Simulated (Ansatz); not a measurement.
Q: MnSi in space group P2_13 (No. 198; Mn on 4a, Si on 4a) is relaxed with the program Ansatz at the PBEsol level (PAW). What lattice parameters of the conventional cell result?

A: a = 4.470 Å.

These are the values of the symmetrised cell.

Q: Give the free coordinates with the occupied sites.

A: In one choice of origin and axes:

| atom | site | symmetry | x | y | z |
|---|---|---|---|---|---|
| Mn | 4a | .3. | 0.6370 | 0.6370 | 0.6370 |
| Si | 4a | .3. | 0.3454 | 0.3454 | 0.3454 |

Q: Is it a metal or does it have a gap at this level?

A: No gap at this level.

The cell was relaxed with PBEsol under the symmetry of its start. Spin order of the final state: ferromagnetic, chosen from 4 collinear starts compared on coarse meshes (ties went to the first, and starts can fall back to one state), not a proven ground state. Textbook magnetic order: helical.

Potentials: the later of the program's two PAW sets.
